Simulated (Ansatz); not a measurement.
CuI:
```xyz
2
Lattice="0.0000 3.0395 3.0395 3.0395 0.0000 3.0395 3.0395 3.0395 0.0000" Properties=species:S:1:pos:R:3 pbc="T T T"
Cu     0.0000     0.0000     0.0000
I      1.5197     1.5197     1.5197
```

Relaxed with PBE. Special points in fractions of this cell's reciprocal vectors: Γ (0.000, 0.000, 0.000); X (0.500, 0.000, 0.500); U (0.625, 0.250, 0.625); K (0.375, 0.375, 0.750); L (0.500, 0.500, 0.500); W (0.500, 0.250, 0.750).

### Question
List the band energies nearest the valence-band maximum at these points for the program Ansatz at the PBE with spin–orbit coupling level (PAW).

### Answer
In eV from the valence-band maximum; about four levels below and three above (degenerate sets whole), none deeper than 8.9 eV; points with the same levels are listed once.

```csv
k,below,above
Γ,0.00 0.00 0.00 0.00,0.95 0.95 4.67 4.67
X,-1.67 -1.67 -1.53 -1.53,2.57 2.57 2.74 2.74
U,-1.73 -1.55 -1.40 -1.32,2.92 2.94 4.33
L,-0.90 -0.90 -0.78 -0.78,1.98 1.98 5.25 5.25
W,-1.71 -1.70 -1.41 -1.32,4.05 4.46 4.49
```

Space group F-43m (zinc blende). The PBE relaxation kept the symmetry of its start; phonons on a q-mesh show no instability. No spin polarisation was allowed.

Potentials: the later of the program's two PAW sets.
